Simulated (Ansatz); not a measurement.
FeP₂:
```
FeP2
1.0
    4.92778     0.00000     0.00000
    0.00000     5.63336     0.00000
    0.00000     0.00000     2.71774
Fe P
2 4
Direct
  0.50000   0.50000   0.50000
  0.00000   0.00000   0.00000
  0.32869   0.86923   0.50000
  0.67131   0.13077   0.50000
  0.82869   0.63077   0.00000
  0.17131   0.36923   0.00000
```

Relaxed with r²SCAN.

Question: Give the Bader charges and basin volumes of the independent atoms, r²SCAN in the plane-wave PAW code Ansatz.

Answer: 

```csv
atom,Bader charge (e),Bader volume (Å³)
Fe1,+0.36,9.5
P3,-0.18,14.1
```

Space group Pnnm. The workflow started from a Materials Project entry (that database holds measured and hypothetical structures alike); the Crystallography Open Database copy checked does not list it. Its standing as an ambient phase is unchecked. The cell was relaxed with r²SCAN under the symmetry of its start; its stability against distortions is not shown here. The run is not spin-polarised.

Potentials: the later of the program's two PAW sets.
